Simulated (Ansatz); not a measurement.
# HfO2 with hydrogen replacing O: field gradients at two levels of theory

Cell: a supercell of HfO2 (fluorite type, Fm-3m) built from a COD entry, with the ions relaxed around the defect (PBE).

```cif
data_Hf8HO15
_symmetry_space_group_name_H-M 'F-43m'
_symmetry_Int_Tables_number 216
_cell_length_a 10.2300
_cell_length_b 10.2300
_cell_length_c 10.2300
_cell_angle_alpha 90.000
_cell_angle_beta 90.000
_cell_angle_gamma 90.000
loop_
_atom_site_label
_atom_site_type_symbol
_atom_site_symmetry_multiplicity
_atom_site_Wyckoff_symbol
_atom_site_fract_x
_atom_site_fract_y
_atom_site_fract_z
Hf1 Hf 16 e 0.3732 0.1268 0.3732
Hf4 Hf 16 e 0.8737 0.8737 0.6263
H H 4 a 0.5000 0.0000 0.5000
O10 O 24 g 0.7500 0.9989 0.7500
O16 O 4 b 0.0000 0.5000 0.0000
O17 O 4 d 0.7500 0.7500 0.7500
O18 O 24 f 0.0000 0.7586 0.0000
O24 O 4 c 0.2500 0.2500 0.2500
```

One atom of each set is listed; the run and its k-mesh use a cell of 24 atoms with edges of 7.23, 7.23, 7.23 Å.

First run. The numbers come from a DFT calculation in Ansatz (PBE, plane waves and PAW, scalar-relativistic, collinear spin, 420 eV cutoff, Γ-centred 3×3×3 k-points, Fermi–Dirac smearing 0.01 eV). Start moments as typed (μB): 1 on each H, none on the rest.

```csv
site,V_zz (10²¹ V/m²),η
Hf1,17.38,0.00
Hf4,-1.39,0.00
H,0.00,–
O10,-0.78,0.32
O18,1.44,0.26
```

Second run. The same atoms and settings, except that the functional is r2SCAN and the cutoff is 500 eV.

Problem. Given the first result, estimate the second.

Solution. 

```
site   V_zz     η  change of V_zz
 Hf1  17.86  0.00           +0.48
 Hf4  -1.48  0.00           -0.09
   H   0.00     –            0.00
 O10  -0.82  0.33           -0.04
 O18   1.52  0.23           +0.08
```

The largest change of V_zz is on Hf1, from 17.38 to 17.86. In per cent, |V_zz| changes by +3 on Hf (all sites that start above 2). Other sites without a gradient aren't listed.

The defect repeats with the cell of 24 atoms, so it feels its images: sites between two images don't show the values beside a lone defect, and zeros or small values of η there can come from the images' arrangement. The relaxation keeps the site symmetry -43m of the start, so the impurity can't leave its site; a distortion that would localise the partly filled state isn't explored. This high-symmetry form of HfO2 is unstable when cold, to shifts of the oxygen columns, towards the tetragonal form. The symmetry of the cell holds that distortion back, wholly or in part, and it would change the field gradients, the more the larger the distortion. The defect cell has no gap above 0.1 eV on its mesh, so the values can hang on the smearing and the k-mesh. Without spin–orbit coupling the gradients at and beside Hf can be off by some per cent, at some sites by more. The start moments die out, and the run ends without spin.
For the second run: The program didn't check the stability of this electronic state in full, so a lower one may lie near. The cell keeps the host's lattice, where the r2SCAN pressure is -8 GPa.
